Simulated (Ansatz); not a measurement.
The start is a generated trial cell of Li in the AFLOW prototype A_oP8_62_2c (A_c). Cell shape, volume and atoms are optimised at zero target pressure with r2SCAN (plane waves to 500 eV, PAW, scalar-relativistic; Ansatz, a program for electronic structure). The first steps use a coarse 5×7×7 k-mesh.

Starting cell:
```yaml
crystal:
  lattice:
    - [6.88978, 0.00000, 0.00000]
    - [0.00000, 4.88375, 0.00000]
    - [0.00000, 0.00000, 5.05333]
  atoms:
    - { symbol: Li, position: [0.46400, 0.25000, 0.29200] }
    - { symbol: Li, position: [0.96400, 0.25000, 0.20800] }
    - { symbol: Li, position: [0.53600, 0.75000, 0.70800] }
    - { symbol: Li, position: [0.03600, 0.75000, 0.79200] }
    - { symbol: Li, position: [0.18100, 0.25000, 0.65800] }
    - { symbol: Li, position: [0.68100, 0.25000, 0.84200] }
    - { symbol: Li, position: [0.81900, 0.75000, 0.34200] }
    - { symbol: Li, position: [0.31900, 0.75000, 0.15800] }
```

Largest initial force: 0.45 eV/Å, on Li5, Li6, Li7, Li8 (atoms numbered as listed)
Energy released: 0.11 eV/atom
Volume change: -1.2 %, from 21.25 to 21.00 Å³/atom
Band gap at the end: zero (metallic)
Optimiser moves: 13

The end point of the relaxation:

```cif
data_Li2
_chemical_formula_sum 'Li2'
_space_group_name_H-M_alt 'Im-3m'
_space_group_IT_number 229
_space_group_name_Hall '-I 4 2 3'
_cell_length_a 3.47609
_cell_length_b 3.47609
_cell_length_c 3.47609
_cell_angle_alpha 90.000
_cell_angle_beta 90.000
_cell_angle_gamma 90.000
loop_
_atom_site_label
_atom_site_type_symbol
_atom_site_symmetry_multiplicity
_atom_site_Wyckoff_symbol
_atom_site_fract_x
_atom_site_fract_y
_atom_site_fract_z
_atom_site_occupancy
Li1 Li 2 a 0.00000 0.00000 0.00000 1
```
(The calculation used a cell of 1 atom; values per cell refer to that cell.)

Final values are on a 19×19×19 k-mesh of the relaxed cell. No spin polarisation in the result.

The run could not lose the symmetry of its start.
